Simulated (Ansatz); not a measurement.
## Generalised stacking-fault energy along a line for LiCl (rock salt)

Generalised stacking fault of LiCl (rock salt) on the {100} plane. The cell below holds the perfect crystal with the plane normal along z; tilting its third vector by the shift puts one fault into each cell, between planes 2.56 Å apart, at fixed cell height.

```xyz
6
Lattice="3.6149 0.0000 0.0000 0.0000 3.6149 0.0000 1.8075 1.8075 7.6684" Properties=species:S:1:pos:R:3 pbc="T T T"
Cl     1.5062     1.5062     6.3903
Cl     1.5062     1.5062     1.2781
Cl     3.3137     3.3137     3.8342
Li     3.3137     3.3137     6.3903
Li     3.3137     3.3137     1.2781
Li     1.5062     1.5062     3.8342
```

In-plane vectors a = (3.615, 0.000) Å, b = (0.000, 3.615) Å, area 13.07 Å². The shift is s times the vector a + b (length 5.112 Å), so s = 1 restores the start. The shift is rigid: no atom relaxes. γ = [E(shift) − E(0)] / area.

Level of theory: r2SCAN (plane waves to 500 eV, PAW, scalar-relativistic; Ansatz, a first-principles code). k mesh 8×8×8 (Γ-centred), Fermi-Dirac smearing 0.05 eV. Energies are extrapolated to zero smearing. Compression counts positive. Faults lie only 7.7 Å apart, and holding the cell height and the atoms raises γ above its relaxed value. LiCl was relaxed with its symmetry unable to fall. γ is measured from zero shift.

```csv
shift (Å),γ (J/m²),σ normal to the fault (GPa)
0.000,0.00,0.0
0.426,0.09,0.4
0.852,0.37,1.8
1.278,0.86,5.0
1.704,1.48,9.8
2.130,2.04,14.5
2.556,2.28,16.6
2.982,2.04,14.5
3.408,1.48,9.8
3.834,0.86,5.0
4.260,0.37,1.8
4.686,0.09,0.4
```

Summary:

| Property | Value |
|---|---|
| Highest computed γ on the line | 2.28 J/m² |
| Position of the highest point | s = 0.500 |
| Local minima between the ends | no computed point is one |
| Steepest slope dγ/d(shift) before the first maximum (spline) | 15 GPa |

(The slope of γ gives the shear force per area between the displaced halves; near zero shift its curvature is an elastic stiffness.)
